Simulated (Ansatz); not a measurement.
**Phonons of La (P6_3/mmc)**

```
CELL_PARAMETERS angstrom
3.65978 0.00000 0.00000
-1.82989 3.16946 0.00000
0.00000 0.00000 5.97598
ATOMIC_POSITIONS crystal
La 0.33333 0.66667 0.25000
La 0.66667 0.33333 0.75000
```

Level of theory, where no other is named: PBEsol, all-electron LAPW in Ansatz 0.2.0, scalar-relativistic. k mesh 12×12×8, Fermi-Dirac smearing of 0.100 eV, basis error target 1 meV/atom. The cell was relaxed by PAW under this functional, which moved its volume by -6 % from the database entry's.

Atoms are displaced by 0.01 Å in the smallest supercells that hold the wave vectors of a 2×2×2 mesh. Negative values stand for unstable modes.

Task: What are the phonon energies at the solved wave vectors, in meV?

Result: 

```csv
q,point,modes (meV)
0.000 0.000 0.000,Gamma,"3.57 (×2), 9.96"
0.500 0.000 0.000,M,"1.19, 4.12, 6.59, 7.78, 8.76, 9.73"
0.000 0.000 0.500,A,"2.76 (×4), 8.78 (×2)"
0.500 0.000 0.500,L,"3.93 (×2), 5.28 (×2), 10.46 (×2)"
```

Task: Is the structure dynamically stable at these wave vectors?

Result: Yes, no mode is unstable there, though one zone-boundary mode is very soft; wave vectors off this mesh aren't tested.

Task: How do the optical zone-centre modes decompose, and which are active?

Result: Point group 6/mmm: Γ_opt = E2g + B1g.

```json
{"label": "E2g", "meV": "3.57", "activity": "Raman", "mostly": "La (100 %)"}
{"label": "B1g", "meV": "9.96", "activity": "silent", "mostly": "La (100 %)"}
```

Task: How well do frozen-core PAW files reproduce these all-electron values?

Result: With a cutoff of 420 eV and displacements of 0.0025 Å, the r.m.s. difference over the modes is 0.1 cm⁻¹; the largest difference is 53.0 (PAW) against 53.1 cm⁻¹ (LAPW).

Known limits: responses of metals move with mesh and smearing; a very soft zone-boundary mode, near an instability or sensitive to the mesh; the frozen-core PAW files of the compared runs were fitted under PBE, their cores solved anew for this functional.
